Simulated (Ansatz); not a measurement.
Starting cell, Zr (hcp, Mg type):

```
CELL_PARAMETERS angstrom
      6.49182     0.00000     0.00000
     -1.62295     2.81104     0.00000
      0.00000     0.00000     5.15116
ATOMIC_POSITIONS crystal
  Zr 0.16667 0.66667 0.75000
  Zr 0.66667 0.66667 0.75000
  Zr 0.33333 0.33333 0.25000
  Zr 0.83333 0.33333 0.25000
```

The atoms are displaced by Q × the pattern below (from a DFPT mode at M = (0.5, 0.0, 0.0), largest move 1; Q in Å), at fixed cell. (q is in reciprocal vectors of the primitive cell; the cell shown is doubled to hold the pattern.)

```json
[
 {"atom": "Zr1", "x": "0.000", "y": "0.000", "z": "-1.000"},
 {"atom": "Zr2", "x": "0.000", "y": "0.000", "z": "1.000"},
 {"atom": "Zr3", "x": "0.000", "y": "0.000", "z": "-1.000"},
 {"atom": "Zr4", "x": "0.000", "y": "0.000", "z": "1.000"}
]
```

Calculation: r2SCAN (plane waves to 500 eV, PAW, scalar-relativistic; Ansatz, an electronic-structure program). k mesh 8×16×9 (Γ-centred), Fermi-Dirac smearing 0.05 eV. Energies are smeared free energies. With partly filled bands, energies and forces of such displacements shift with the k mesh and the smearing. The PAW data are Ansatz's earlier set. Zr is run without spin polarisation. Zr was relaxed with its symmetry unable to fall. ΔE is measured from the undisplaced structure. The last digit holds for this mesh only.

| Q (Å) | ΔE (meV/cell) |
|---|---|
| -0.180 | 162.4 |
| -0.150 | 110.6 |
| -0.120 | 69.6 |
| -0.090 | 38.5 |
| -0.060 | withheld |
| -0.030 | 4.2 |
| 0.000 | 0.0 |
| 0.030 | 4.2 |
| 0.060 | withheld |
| 0.090 | 38.5 |
| 0.120 | 69.6 |
| 0.150 | 110.6 |
| 0.180 | 162.4 |

Fit an even polynomial form (powers 2, 4) to the given rows and predict ΔE at Q = 0.060.

Least squares on the 11 given rows: ΔE = (4685)·Q² + (10140)·Q⁴, in meV/cell with Q in Å; root-mean-square residual 0.06 meV/cell. At 0.060 the fit gives 17.0 meV/cell; the calculation gives 16.9 meV/cell, so the interpolation is off by 0.1 (+0.6 %). The quadratic term alone would give 16.9 meV/cell.

(A displaced cell: forces are minus the slopes of the energy, force constants its curvatures, and phonons follow from these.)
